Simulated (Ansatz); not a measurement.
## Relaxing Y

Level of theory: DFT r2SCAN, scalar-relativistic, plane waves, PAW (Ansatz). Cutoff 500 eV, Γ-centred k mesh, Gaussian smearing, no spin polarisation in the final step.

The start puts Y on the beta-tungsten (A15) structure type (Pm-3n, No. 223), at a guessed volume.

```xyz
8
Lattice="6.4806 0.0000 0.0000 0.0000 6.4806 0.0000 0.0000 0.0000 6.4806" Properties=species:S:1:pos:R:3 pbc="T T T"
Y     3.2403    3.2403    3.2403
Y     0.0000    0.0000    0.0000
Y     1.6202    0.0000    3.2403
Y     3.2403    1.6202    0.0000
Y     3.2403    4.8605    0.0000
Y     4.8605    0.0000    3.2403
Y     0.0000    3.2403    4.8605
Y     0.0000    3.2403    1.6202
```

Cell and atoms relax at zero pressure; the relaxation can't lower the symmetry of the start.

(1) Describe the relaxed structure.

(2) What are its volume, density and gap?

## Answers

(1) It keeps Pm-3n (No. 223). The result has the beta-tungsten (A15) structure. Conventional cell: a = 6.512 Å. Around Y on Wyckoff site a (2 atoms of the primitive cell) lie 12 Y at 3.64 Å; Y on Wyckoff site c (6 atoms of the primitive cell) has 2 Y at 3.26 Å, 4 Y at 3.64 Å and 8 Y at 3.99 Å.

Space group Pm-3n (No. 223). a = 6.512 Å, b = 6.512 Å, c = 6.512 Å, α = 90.00°, β = 90.00°, γ = 90.00°
```
atom site symmetry x y z
   Y    2a m-3.  0.5000  0.5000  0.5000
   Y    6c     -4m.2  0.2500  0.0000  0.5000
```

(2) The volume per atom is 34.52 Å³, the density is 4.28 g/cm³ and the gap on the 6×6×6 mesh is 0 eV (a metal).

The final run used a 6×6×6 mesh on its 8-atom cell and 0.10 eV smearing. Symmetry constrained the relaxation, so the result can be a saddle point.

This form isn't the element's structure at ambient conditions.